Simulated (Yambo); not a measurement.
```
CELL_PARAMETERS angstrom
      0.00000     2.87911     2.87911
      2.87911     0.00000     2.87911
      2.87911     2.87911     0.00000
ATOMIC_POSITIONS crystal
  S  0.75000 0.75000 0.75000
  Cd 0.00000 0.00000 0.00000
```

CdS (zinc blende, space group F-43m, No. 216): mean Im ε in 1 eV windows above the direct gap of 2.27 eV, for different electron-hole kernels (Yambo, broadening 0.15 eV, LDA (pw.x of Quantum ESPRESSO, ONCV potentials, no spin-orbit coupling) bands; 8×8×8 mesh, 3 valence and 4 conduction bands, static screening with 30 bands and a 4 Ry block, scissor 1.33 eV, Tamm-Dancoff; field along x).

```json
[
 {"window (eV)": "2.3 to 3.3", "independent quasiparticles": "1.6", "TDDFT, adiabatic LDA kernel": "1.6", "RPA (no attraction)": "1.5", "BSE": "2.8"},
 {"window (eV)": "3.3 to 4.3", "independent quasiparticles": "2.3", "TDDFT, adiabatic LDA kernel": "2.4", "RPA (no attraction)": "2.3", "BSE": "4.3"},
 {"window (eV)": "4.3 to 5.3", "independent quasiparticles": "4.1", "TDDFT, adiabatic LDA kernel": "4.2", "RPA (no attraction)": "3.9", "BSE": "6.3"},
 {"window (eV)": "5.3 to 6.3", "independent quasiparticles": "4.7", "TDDFT, adiabatic LDA kernel": "4.7", "RPA (no attraction)": "4.4", "BSE": "5.8"},
 {"window (eV)": "6.3 to 7.3", "independent quasiparticles": "7.6", "TDDFT, adiabatic LDA kernel": "6.3", "RPA (no attraction)": "6.0", "BSE": "6.6"},
 {"window (eV)": "7.3 to 8.3", "independent quasiparticles": "8.4", "TDDFT, adiabatic LDA kernel": "5.7", "RPA (no attraction)": "5.4", "BSE": "5.6"}
]
```

This run doesn't resolve bound excitons or single peaks, so only averages are given, and they too depend on the mesh; weight that the attraction moves below the gap isn't listed. All transitions below 9.64 eV are in the band window. The scissor comes from a G0W0 run whose convergence isn't established.

Spin-orbit splittings are left out.

Geometry relaxed with LDA.
